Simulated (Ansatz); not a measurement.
# Electric field gradients in MgI$_{2}$

```
Mg I
1.0
     4.20733    0.00000    0.00000
    -2.10366    3.64365    0.00000
     0.00000    0.00000    7.84975
Mg I
1 2
Direct
  0.00000 0.00000 0.00000
  0.33333 0.66667 0.21319
  0.66667 0.33333 0.78681
```

Atoms are numbered in the order listed.

The structure comes from a relaxation in the same program, started in the CdI2 type, and has space group P-3m1. Whether it is a known phase or the ground state wasn't checked.

Levels of theory: DFT, PBE, all-electron PAW with datasets made for the crystal, scalar-relativistic (Ansatz 0.2.0); DFT, PBE, PAW with Ansatz's default frozen-core files, scalar-relativistic (Ansatz 0.2.0).

For the crystal-made all-electron datasets (AE datasets): a Γ-centred 10×10×5 k mesh, Fermi–Dirac smearing of 0.05 eV, cutoff 260 eV (chosen by the program for this cell), no spin polarisation. PAW takes a cutoff of 420 eV at this cell. The Ansatz runs share mesh, smearing and spin set-up.

In a metal, gradients converge slowly with the k mesh: the values move by tens of per cent from one mesh to another, at times in sign, so only the comparison on one mesh counts.

Spin–orbit coupling is left out, which moves gradients at and beside heavy atoms by some per cent and at worst by a factor of two.

Vzz is the principal value of largest size of the traceless field-gradient tensor, in 10²¹ V/m², and η = (Vxx − Vyy)/Vzz with |Vzz| ≥ |Vyy| ≥ |Vxx|.

```tsv
site	site symmetry	Vzz (η), AE datasets	Vzz (η), PAW
Mg1	-3m.	0.03 (η = 0.00)	0.03 (η = 0.00)
I2	3m.	-5.45 (η = 0.00)	-5.44 (η = 0.00)
```

The Cartesian tensor at I2 from AE datasets, in 10²¹ V/m²:

```
 2.72  0.00  0.00
 0.00  2.72  0.00
 0.00  0.00 -5.45
```

**Question.** Taking Q(I-127) = -0.696 b, what quadrupole coupling constant follows at I2 from AE datasets?

**Answer.** Cq = eQVzz/h = 24.180 MHz × -0.696 × (-5.45) = 91.7 MHz.
